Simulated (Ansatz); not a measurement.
NaPt2 (cubic Laves (MgCu2 type), space group No. 227), PBE in the plane-wave PAW code Ansatz, all energies at zero smearing, with the estimated change up to a 700 eV cutoff added, with one set of potentials and settings (totals compare only within such a set). Cell of 6 atoms (4 Pt, 2 Na): -53067.069 eV.

```csv
element,reference phase,E (eV/atom)
Pt,"Fm-3m, 1 atoms in the cell",-12523.0127
Na,"P6_3/mmc, 2 atoms in the cell",-1486.4171
```

Formation energy per atom, worked out: (-53067.069 − 4×(-12523.0127) − 2×(-1486.4171))/6 = -0.364 eV/atom (-35 kJ per mol of atoms), at 0 K, without zero-point energy or fitted corrections.

Space group Fd-3m (cubic Laves (MgCu2 type)). The workflow started from an entry of the Crystallography Open Database (COD). Whether it is the stable phase at ambient conditions was not checked. Symmetry was held in the PBE relaxation; whether a distortion lowers the energy is not shown. No spin polarisation was allowed. The references are the lowest solids computed at this level, not always the standard phases. Scalar-relativistic: spin–orbit coupling is off unless named, which matters more the heavier the elements.

Potentials: the later of the program's two PAW sets.
